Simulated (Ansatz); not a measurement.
BN (zinc blende, space group No. 216) at seven volumes, PBE in the plane-wave PAW code Ansatz, scaled uniformly. One row is withheld.

```json
[
 {"V (Å³/atom)": "5.417", "P (GPa)": "41.61"},
 {"V (Å³/atom)": "5.596", "P (GPa)": "25.72"},
 {"V (Å³/atom)": "5.775", "P (GPa)": "?"},
 {"V (Å³/atom)": "5.953", "P (GPa)": "-0.02"},
 {"V (Å³/atom)": "6.132", "P (GPa)": "-10.41"},
 {"V (Å³/atom)": "6.310", "P (GPa)": "-19.44"},
 {"V (Å³/atom)": "6.489", "P (GPa)": "-27.29"}
]
```

**Question.** Fit the shown pressures and predict the withheld one.

**Answer.** P = (3/2)B₀(x^(7/2) − x^(5/2))[1 + (3/4)(B′ − 4)(x − 1)] with x = (V₀/V)^(2/3). Least squares on the six rows gives V₀ = 5.953 Å³/atom, B₀ = 371 GPa, B′ = 3.68. At V = 5.775, x = 1.0204 and P = 11.91 GPa. The run itself gave 11.94 GPa.

Space group F-43m (zinc blende). Symmetry was held in the PBE relaxation; phonons on a q-mesh show no instability.

Potentials: the later of the program's two PAW sets.
